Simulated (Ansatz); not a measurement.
All numbers below come from DFT PBE, scalar-relativistic, plane waves, PAW (Ansatz). Settings: cutoff 420 eV, Γ-centred meshes spaced at most about 0.3 Å⁻¹, and about 0.25 Å⁻¹ or finer for metals (2π included), Gaussian smearing. No spin polarisation in the final relaxations.

These are static total energies at zero pressure. All come from trial cells, and lower structures may exist.

Question: Which of these relaxed structures of Y₂Be₂N is the lowest in energy?
A.

```xyz
5
Lattice="3.5102 0.0000 0.0000 -1.7551 3.0400 0.0000 0.0000 0.0000 7.9955" Properties=species:S:1:pos:R:3 pbc="T T T"
Y     0.0000    0.0000    6.2612
Y     0.0000    0.0000    1.7344
Be    0.0000    2.0266    3.7335
Be    1.7551    1.0133    4.2620
N     0.0000    0.0000    3.9978
```

B.

```xyz
5
Lattice="-1.4172 3.2117 4.2718 1.4172 -3.2117 4.2718 1.4172 3.2117 -4.2718" Properties=species:S:1:pos:R:3 pbc="T T T"
Y     0.0000    3.2117    1.6762
Y     1.4172    0.0000    2.5956
Be    0.0000    2.1158    4.2718
Be    1.4172    1.0959    0.0000
N     0.0000    0.0000    0.0000
```

C.

```xyz
5
Lattice="3.5425 0.0000 0.0000 -1.7712 3.0679 0.0000 0.0000 0.0000 7.8704" Properties=species:S:1:pos:R:3 pbc="T T T"
Y     0.0000    2.0452    2.6139
Y     1.7712    1.0226    5.2565
Be    0.0000    2.0452    7.4885
Be    1.7712    1.0226    0.3819
N     0.0000    0.0000    3.9352
```

D.

```xyz
5
Lattice="-2.4116 2.4116 3.5651 2.4116 -2.4116 3.5651 2.4116 2.4116 -3.5651" Properties=species:S:1:pos:R:3 pbc="T T T"
Y     0.0000    2.4116    0.0000
Y     2.4116    0.0000    0.0000
Be    0.0000    0.0000    5.5160
Be    0.0000    0.0000    1.6141
N     0.0000    0.0000    0.0000
```

Answer: D. It has space group I4/mmm (No. 139); the next, C, with space group P-3m1 (No. 164), lies 0.30 eV/atom higher. Counting Be or Y atoms around N (for each partner element, those within 1.25 times its shortest distance or 1.15 times the sum of covalent radii, where it is the nearest in units of that sum or under 1.3), the lowest and the next both have N 6.

Cells relaxed within their symmetry can be saddle points. Some candidate types were left out of the draw beforehand, so a known form may be missing.
